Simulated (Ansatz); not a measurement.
BeS:
```cif
data_Be3S3
_chemical_formula_sum 'Be3 S3'
_space_group_name_H-M_alt 'P6422'
_space_group_IT_number 181
_space_group_name_Hall 'P 64 2 (0 0 2)'
_cell_length_a 3.39886
_cell_length_b 3.39886
_cell_length_c 7.67234
_cell_angle_alpha 90.000
_cell_angle_beta 90.000
_cell_angle_gamma 120.000
loop_
_atom_site_label
_atom_site_type_symbol
_atom_site_symmetry_multiplicity
_atom_site_Wyckoff_symbol
_atom_site_fract_x
_atom_site_fract_y
_atom_site_fract_z
_atom_site_occupancy
Be1 Be 3 c 0.50000 0.00000 0.00000 1
S1 S 3 d 0.50000 0.00000 0.50000 1
```

Relaxed with LDA.

Q: Decompose the optical modes at the zone centre into irreducible representations, and say which are infrared and Raman allowed.

A: Point group 622: Γ_opt = A2 + 2B1 + 2B2 + 3E1 + 2E2. Infrared: A2, E1. Raman: E1, E2.

Q: Assign frequencies (DFPT, DFT-LDA in the program Ansatz with PAW potentials; without the LO–TO term).

A: E1 199, B2 201, B1 212, B1 326, E2 334, E1 421, A2 507, E1 532, B2 552, E2 641 cm⁻¹.

Subscripts of B labels follow the axes of the standard setting.

Space group P6_422. The start of the workflow was typed in or built on a structure type; neither database checked (COD, Materials Project) lists it. COD files the formula under space group No. 216. Its standing as an ambient phase is unchecked. The cell was relaxed with LDA under the symmetry of its start; whether a distortion lowers the energy is not shown.

Potentials: the earlier of the program's two PAW sets. The files were generated under PBE; for other functionals the program regenerates the frozen cores, and for LDA and PBEsol the local potential too.
